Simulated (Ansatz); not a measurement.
Rh: from a starting cell to a relaxed one

The start is a generated trial cell of Rh in the bcc structure type. The structure is fully relaxed (lattice and positions, P = 0) with r2SCAN (plane waves to 500 eV, PAW, scalar-relativistic; Ansatz, a quantum-chemistry and plane-wave program). The first steps use a coarse 15×15×15 k-mesh.

The start:
```
CELL_PARAMETERS angstrom
     -1.50803     1.50803     1.50803
      1.50803    -1.50803     1.50803
      1.50803     1.50803    -1.50803
ATOMIC_POSITIONS crystal
  Rh 0.00000 0.00000 0.00000
```

### Question
How much energy is released per atom?

### Answer
0.01 eV/atom.

### Question
How does the volume per atom move from start to end?

### Answer
+2.8 %, from 13.72 to 14.11 Å³/atom.

### Question
Is the relaxed structure metallic? Give its gap.

### Answer
No gap (metallic).

### Question
Give the final cell and atomic positions.

### Answer

```cif
data_Rh2
_chemical_formula_sum 'Rh2'
_space_group_name_H-M_alt 'Im-3m'
_space_group_IT_number 229
_space_group_name_Hall '-I 4 2 3'
_cell_length_a 3.04443
_cell_length_b 3.04443
_cell_length_c 3.04443
_cell_angle_alpha 90.000
_cell_angle_beta 90.000
_cell_angle_gamma 90.000
loop_
_atom_site_label
_atom_site_type_symbol
_atom_site_symmetry_multiplicity
_atom_site_Wyckoff_symbol
_atom_site_fract_x
_atom_site_fract_y
_atom_site_fract_z
_atom_site_occupancy
Rh1 Rh 2 a 0.00000 0.00000 0.00000 1
```
(The calculation used a cell of 1 atom; values per cell refer to that cell.)

The space group stays Im-3m (No. 229) (the run could not lower it); the end is bcc (W type), with 1 atom in the primitive cell. Final values are on a 21×21×21 k-mesh of the relaxed cell. No spin polarisation in the result.

The run could not lose the symmetry of its start, so the end can be a saddle point.

The relaxed structure here is a generated cell of Rh: the first start was made by placing the elements on the sites of a structure type, and the end was not matched to a known phase here, so it may be hypothetical. Known forms of Rh include space group No. 225.
